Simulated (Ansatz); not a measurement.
The elements of this relaxed trial crystal are hidden behind letters.

```
lattice vectors (Å)
   3.4940    0.0000    0.0000
   0.0000    3.4940    0.0000
   0.0000    0.0000    3.4940
fractional positions
X 0.5000 0.5000 0.5000
Z 0.0000 0.0000 0.0000
Q 0.5000 0.5000 0.0000
Q 0.0000 0.5000 0.5000
Q 0.5000 0.0000 0.5000
```

All numbers below come from Ansatz, DFT PBE, scalar-relativistic, plane waves, PAW. Settings of the last relaxation (5-atom cell): 420 eV, 12×12×12 k points, Gaussian smearing of 0.10 eV, no spin polarisation.

- Space group: Pm-3m (No. 221)
- Conventional cell: a = 3.494 Å
- Volume per atom: 8.53 Å³
- Density: 3.22 g/cm³
- Energy over the elements: +0.40 eV/atom
- Gap on the 12×12×12 mesh of the 5-atom cell: 0 eV (a metal)

Energies are uncorrected and count from the elements' standard states at the same level.

Question: X is an s-block element of period 2, Z is a p-block element of period 4 and Q is an s-block element of period 1. Which elements are they?

Answer: X = Li, Z = Ge, Q = H, so the formula is LiGeH3, here in the cubic perovskite type. Density times volume gives a mean mass of 3.22 × 8.53/1.6605 = 16.5 u per atom, and this set has 16.5 u. Among the elements that the hints allow, noble gases aside, only these give it. Li has 6 H at 1.75 Å and 8 Ge at 3.03 Å; Ge is surrounded by 12 H at 2.47 Å; around H lie 2 Li at 1.75 Å, 4 Ge at 2.47 Å and 8 H at 2.47 Å.

A structure relaxed within its symmetry needn't be a true minimum. Another cell of LiGeH3 relaxed alike, in P4mm, lies 247 meV/atom lower, so this cell isn't the stable form at this level.
